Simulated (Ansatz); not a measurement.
Computed scan of one atom of the cell: Bi (A7 type, space group R-3m)

Relaxed Bi (A7 type, space group R-3m):

```
CELL_PARAMETERS angstrom
      2.26027     1.30497     4.00943
     -2.26027     1.30497     4.00943
      0.00000    -2.60994     4.00943
ATOMIC_POSITIONS crystal
  Bi 0.23371 0.23371 0.23371
  Bi 0.76629 0.76629 0.76629
```

In each cell atom 1 (Bi, nearest neighbour Bi at 3.068 Å; its periodic images, 4.5 Å or more away, move with it) moves by s·(0.000, -0.851, -0.526) (towards the nearest neighbour), the rest being held.

Computed with r2SCAN+rVV10 (plane waves to 500 eV, PAW, scalar-relativistic; Ansatz, a first-principles code). k mesh 10×10×10 (Γ-centred), Fermi-Dirac smearing 0.05 eV. The energy includes the smearing's −TS. Stress and pressure are positive under compression. With partly filled bands, energies and forces of such displacements shift with the k mesh and the smearing. F∥ is the force on the atom along that direction. F⊥ is the part of the force across the line. Bi was relaxed with its symmetry unable to fall. Spin-orbit coupling is left out, though Bi is heavy. ΔE is measured from the undisplaced structure.

```
s (Å)   ΔE (meV/cell)  F∥ (eV/Å)  P (GPa)  |F⊥| (eV/Å)
------  -------------  ---------  -------  -----------
-0.610            177      0.845      0.8        0.366
-0.488            103      0.403     -0.1        0.224
-0.366             69      0.189     -0.6        0.046
-0.244             47      0.207     -0.8        0.100
-0.122             18      0.240     -0.6        0.107
0.000               0      0.004      0.0        0.006
0.122              29     -0.528      0.9        0.127
0.244             142     -1.380      2.3        0.278
0.366             381     -2.614      4.4        0.440
0.488             803     -4.424      7.4        0.576
0.610            1495     -7.076     11.8        0.663
```

Summary:

| Item | Result |
|---|---|
| Energy at s = 0.610 Å | 1495 meV/cell |
| Force along the line at s = -0.610 Å | 0.845 eV/Å |
| Symmetry of the curve | not even: the positive side lies higher at ±0.610 Å |
| Shape of the curve | a single well with its minimum at or next to zero displacement |
| Force constant k = d²E/ds² at s = 0 (finite differences) | 3.11 eV/Å² |
| Harmonic estimate at the end of the scan | ½ks² = 579 meV/cell against the computed 1495 meV/cell, so the well is stiffer than harmonic there |

(A displaced cell: forces are minus the slopes of the energy, force constants its curvatures, and phonons follow from these.)
